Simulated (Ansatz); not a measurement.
Computed with Ansatz, DFT PBE, scalar-relativistic, plane waves, PAW. All cells share a 420 eV cutoff and Γ-centred k meshes spaced at most about 0.3 Å⁻¹ (about 0.25 or finer for metals, 2π included). No spin polarisation in the final relaxations.

Temperature and zero-point effects are left out.

Compare these two cells of Sn3C, each relaxed at this level.

1.

```cif
data_structure
_symmetry_space_group_name_H-M 'Fm-3m'
_symmetry_Int_Tables_number 225
_cell_length_a 7.0659
_cell_length_b 7.0659
_cell_length_c 7.0659
_cell_angle_alpha 90.000
_cell_angle_beta 90.000
_cell_angle_gamma 90.000
_cell_volume 352.77
loop_
_atom_site_label
_atom_site_type_symbol
_atom_site_symmetry_multiplicity
_atom_site_Wyckoff_symbol
_atom_site_fract_x
_atom_site_fract_y
_atom_site_fract_z
_atom_site_occupancy
Sn1 Sn 8 c 0.25000 0.75000 0.75000 1
Sn2 Sn 4 b 0.50000 0.00000 0.00000 1
C1 C 4 a 0.00000 0.00000 0.00000 1
```

2.

```cif
data_structure
_symmetry_space_group_name_H-M 'Pm-3m'
_symmetry_Int_Tables_number 221
_cell_length_a 4.4713
_cell_length_b 4.4713
_cell_length_c 4.4713
_cell_angle_alpha 90.000
_cell_angle_beta 90.000
_cell_angle_gamma 90.000
_cell_volume 89.39
loop_
_atom_site_label
_atom_site_type_symbol
_atom_site_symmetry_multiplicity
_atom_site_Wyckoff_symbol
_atom_site_fract_x
_atom_site_fract_y
_atom_site_fract_z
_atom_site_occupancy
Sn1 Sn 3 c 0.00000 0.50000 0.50000 1
C1 C 1 a 0.00000 0.00000 0.00000 1
```

Task: Which would you expect to be lower, and how large is the difference?

Result: Cell 2 is lower, by 12 meV/atom. Cell 1 has the BiF3 (D0_3) type, space group Fm-3m (No. 225), 22.0 Å³/atom and no gap on its mesh; cell 2 has the Cu3Au (L1_2) type, space group Pm-3m (No. 221), 22.3 Å³/atom and no gap. Counting Sn atoms around C (those within 1.25 times the shortest such distance or 1.15 times the sum of covalent radii; a plus sign parts nearer from farther groups; the shortest distance is added where it is long for a bond), cell 1 has C 8+6 from 3.1 Å and cell 2 has C 12 from 3.2 Å. Even the lower one lies +1.35 eV/atom against the reference forms of the elements (uncorrected), so neither is stable at this level. In cell 1, around Sn on a site of symmetry -43m lie 4 C at 3.06 Å, 4 Sn at 3.06 Å and 6 Sn at 3.53 Å; around Sn on a site of symmetry m-3m lie 8 Sn at 3.06 Å and 6 C at 3.53 Å; around C lie 8 Sn at 3.06 Å and 6 Sn at 3.53 Å (long contacts). In cell 2, around Sn lie 4 C at 3.16 Å and 8 Sn at 3.16 Å; C has 12 Sn at 3.16 Å (long contacts). Both come from invented guesses. A third cell relaxed alike, in P6_3/mmc, lies 0.54 eV/atom below the lower of the two.

The k mesh leaves some 4 meV/atom of noise in the energy of each metallic cell. Cells relaxed within their symmetry can be saddle points.
